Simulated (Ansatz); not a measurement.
Values for one crystal, relaxed and computed with DFT-PBEsol in the program Ansatz with PAW potentials; other levels are named.

```yaml
volume_per_atom: 24.62 Å³
electronic_character: metallic (no gap)
debye_temperature_from_the_elastic_constants: 320 K
Density of states at the Fermi level: 0.04 states/eV per atom (mean over ±0.08 eV)
Gap with spin–orbit coupling: none (metallic)
hill_bulk_and_shear_moduli: 58.2 and 34.5 GPa
Pressure derivative B′: 4.3
```

### Question
Which compound is it?
(A) Si3W5, I4/mcm (Si on 4a, Si on 8h, W on 16k, W on 4b)
(B) Ge2Pt, MoSi2 or CaC2 type
(C) CrGe, rock salt
(D) BaSi2, P4_332 (Ba on 4a, Si on 8c)

### Answer
D, BaSi2, P4_332 (Ba on 4a, Si on 8c)

The workflow started from a Materials Project entry (that database holds measured and hypothetical structures alike); the Crystallography Open Database copy checked does not list it. COD files the formula under space group No. 62, 191, so this cell is another polymorph or a model. Its standing as an ambient phase is unchecked. Symmetry was held in the PBEsol relaxation; its stability against distortions is not shown here. As this level gives no gap, shear constants depend on the k-mesh and smearing (Fermi–Dirac, 0.1 eV here). Spin–orbit coupling is left out wherever it is not named.

Potentials: the later of the program's two PAW sets.
